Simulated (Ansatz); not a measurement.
## Si₂Mo at a changed volume — field gradients at the nuclei

The cell is a structure deposited in the COD, relaxed with PBE at fixed cell and then changed (volume scaled by 1.02, ions relaxed).

```yaml
crystal:
  lattice:
    - [-1.61060, 1.61060, 3.95653]
    - [1.61060, -1.61060, 3.95653]
    - [1.61060, 1.61060, -3.95653]
  atoms:
    - { symbol: Si, position: [0.33522, 0.33522, 0.00000] }
    - { symbol: Si, position: [0.66478, 0.66478, 0.00000] }
    - { symbol: Mo, position: [0.00000, 0.00000, 0.00000] }
```

Atoms are numbered from 1 in the order listed; like atoms form one site, named after its first atom.

All values are calculated (Ansatz; DFT, PBE, plane waves and PAW, scalar-relativistic, 420 eV cutoff, Γ-centred 20×20×20 k-points, Fermi–Dirac smearing 0.05 eV), not measured.

C_Q = eQV_zz/h, which is 24.18 MHz for Q = 1 b and V_zz = 10²¹ V/m²; η = (V_xx − V_yy)/V_zz. Directions are in the Cartesian axes of the cell vectors above, for the atom listed; none is given where the gradient is under 0.02 or η is above 0.95.

```tsv
site	first atom	first shell	V_zz (10²¹ V/m²)	η	direction of V_zz (x, y, z)
Si	1	5 Si at 2.61–2.65 Å, 5 Mo at 2.62–2.65 Å	-1.01	0.00	0.00 0.00 1.00
Mo	3	10 Si at 2.62–2.65 Å	-5.60	0.00	0.00 0.00 1.00
```

An axis of threefold or higher order runs through Si and Mo, so V_zz lies along it and η is zero.

With no gap above 0.1 eV, as in a metal, the gradients converge slowly in k; expect changes of a tenth or more on a denser mesh. Without spin–orbit coupling (the program notes it for Mo) the gradients can shift somewhat, as the gap is small.
